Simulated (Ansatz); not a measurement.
AlSiCN:
```xyz
4
Lattice="1.5573 0.8991 5.0745 -1.5573 0.8991 5.0745 0.0000 -1.7982 5.0745" Properties=species:S:1:pos:R:3 pbc="T T T"
Al     0.0000     0.0000    15.1487
N      0.0000     0.0000     1.9363
Si     0.0000     0.0000     7.7133
C      0.0000     0.0000     9.4552
```

Relaxed with PBEsol. Special points in fractions of this cell's reciprocal vectors: Γ (0.000, 0.000, 0.000); T (0.500, 0.500, 0.500); H2 (0.812, 0.188, 0.500); H0 (0.500, -0.188, 0.188); L (0.500, 0.000, 0.000); S0 (0.344, -0.344, 0.000); S2 (0.656, 0.000, 0.344); F (0.500, 0.000, 0.500).

**Question.** List the band energies nearest the Fermi level at these points for the program Ansatz at the PBEsol level (PAW).

**Answer.** In eV from the Fermi level; about four levels below and three above (degenerate sets whole), none deeper than 8.9 eV; points with the same levels are listed once.

| k | below | above |
|---|---|---|
| Γ | -8.86 -4.36 -4.36 -2.05 | 0.01 0.01 0.43 |
| T | -4.35 -4.35 -0.11 -0.11 | 1.41 6.00 6.00 |
| H2 | -6.18 -4.19 -3.35 -3.11 | 2.89 3.40 5.52 |
| L | -5.59 -5.46 -4.29 -1.35 | 1.41 3.67 6.39 |
| S0 | -6.23 -4.15 -3.61 -3.05 | 2.75 3.87 5.62 |
| F | -3.89 -2.46 -1.02 -0.08 | 3.18 5.59 6.74 |

Space group R3m. The start of the workflow was typed in or built on a structure type; neither database checked (COD, Materials Project) lists it. Its standing as an ambient phase is unchecked. The PBEsol relaxation kept the symmetry of its start; its stability against distortions is not shown here. A small band overlap can be real or an error of a semilocal functional.

Potentials: the later of the program's two PAW sets.
